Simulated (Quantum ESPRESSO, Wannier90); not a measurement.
## ZnCdS₂ (P-4m2): Wannier90 run

```
begin unit_cell_cart
ang
    3.9543500000    0.0000000000    0.0000000000
    0.0000000000    3.9543500000    0.0000000000
    0.0000000000    0.0000000000    5.7191200000
end unit_cell_cart
begin atoms_frac
Zn   0.0000000000  0.0000000000  0.5000000000
Cd   0.5000000000  0.5000000000  0.0000000000
S    0.5000000000  0.0000000000  0.2764200000
S    0.0000000000  0.5000000000 -0.2764200000
end atoms_frac
```

Materials Project entry mp-971712; symmetrised, unrelaxed at this level. Not found in the COD (Crystallography Open Database) copy used; not checked further. Level: PBEsol, spinors with spin-orbit coupling; pw.x of Quantum ESPRESSO at 82 Ry with PseudoDojo potentials, 4×4×4 k-points, Wannier90. Density: 8×8×6 mesh, cold smearing 0.01 Ry.

Bands 17-20,41-52 form an isolated set from -12.77 to 0.00 eV relative to the valence-band maximum (on the path) and are turned into 16 Wannier functions by minimising the spread from the start: SCDM (isolated). Bands 21–24 (Cd 4d 94 %), 25–30 (Cd 4d 92 %, S 3p 4 %), 31–40 (Zn 3d 92 %, S 3p 5 %) lie between the kept ones and are excluded.

### Question
Where do the functions sit, how wide are they and what are they made of?

### Answer
```
functions  spread (Å²)  nearest atom, distance (Å)  second atom, distance (Å)           weight on atomic waves
---------  -----------  --------------------------  -------------------------  -------------------------------
8                 2.16                      S 0.63                    Zn 1.72  S 3p 56 %, S 3s 23 %, Zn 4s 8 %
8                 2.04                      S 0.64                    Cd 1.89  S 3p 61 %, S 3s 21 %, Cd 5s 9 %
```

Ω_I = 32.12 Å², Ω_total = 33.58 Å²; the interpolated bands follow pw.x to 22 meV rms on the path. It is the lowest total spread that any start reached here.
